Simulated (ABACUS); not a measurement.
A self-consistent single point of NbP (I4_1md, 8 atoms in the cell; from Materials Project mp-9339, changed as shown).

```
NbP
1.0
    3.35124     0.00000     0.00000
    0.00000     3.35124     0.00000
    0.00000     0.00000    11.48500
Nb P
4 4
Direct
  0.50000   0.50000   0.99988
  0.50000   0.00000   0.24988
  0.00000   0.00000   0.49988
  0.00000   0.50000   0.74988
  0.00000   0.00000   0.08275
  0.50000   0.00000   0.83275
  0.50000   0.50000   0.58275
  0.00000   0.50000   0.33275
```

Method: PBE, numerical atomic orbitals SZP (confined pseudo-atomic orbitals with Gaussian additions; energy shift 0.01 Ry), PseudoDojo 0.5 standard norm-conserving PBE (tails mended) pseudopotentials (ABACUS).

ABACUS settings:

* **basis**: SZP numerical atomic orbitals, energy shift 0.01 Ry
* **KPT**: Gamma 12 12 4 0 0 0
* **basis_type**: lcao
* **ecutwfc**: 100 Ry
* **smearing_method**: fd
* **smearing_sigma**: 0.00999582 Ry
* **potentials**: PseudoDojo 0.5 standard norm-conserving PBE (tails mended)
* **symmetry**: 1
* **ks_solver**: genelpa
* **scf_nmax**: 100
* **scf_thr**: 1.0e-07
* **mixing_type**: pulay
* **mixing_beta**: 0.7

Results:

- Number of valence electrons = 72
- Number of bands = 46
- Number of k-points after the program's reduction = 84
- Size of the basis = 116
- Number of SCF iterations = 11
- Free energy E − TS = -7539.3114 eV
- Fermi level (on the code's own zero) = 14.86 eV
- Pressure = -0.41 GPa

Stress (GPa, positive for compression):
```
-0.05   0.00   0.00
 0.00  -0.05   0.00
 0.00   0.00  -1.13
```

For comparison: a first run was changed to give this one (lattice scaled by 1.02), and from it to this one the free energy goes down by 34.5 meV/atom and the pressure goes from 12.97 to -0.41 GPa.

The atom-centred basis is finite, which shifts total energies and pressures against plane waves. A single-zeta basis is rough, for pressures and forces above all. The structure comes from a collection of computed structures, made at another level of theory; the collection holds predicted forms beside known ones. Its lattice was then scaled.

Cost on one core: about 22 core-seconds (a rough figure).

The atomic orbitals were generated for these runs; they are not ABACUS's published sets and were checked against plane waves on a few crystals only.

“Tails mended”: in these copies of the files the far tail of each local potential was reset to the Coulomb form.
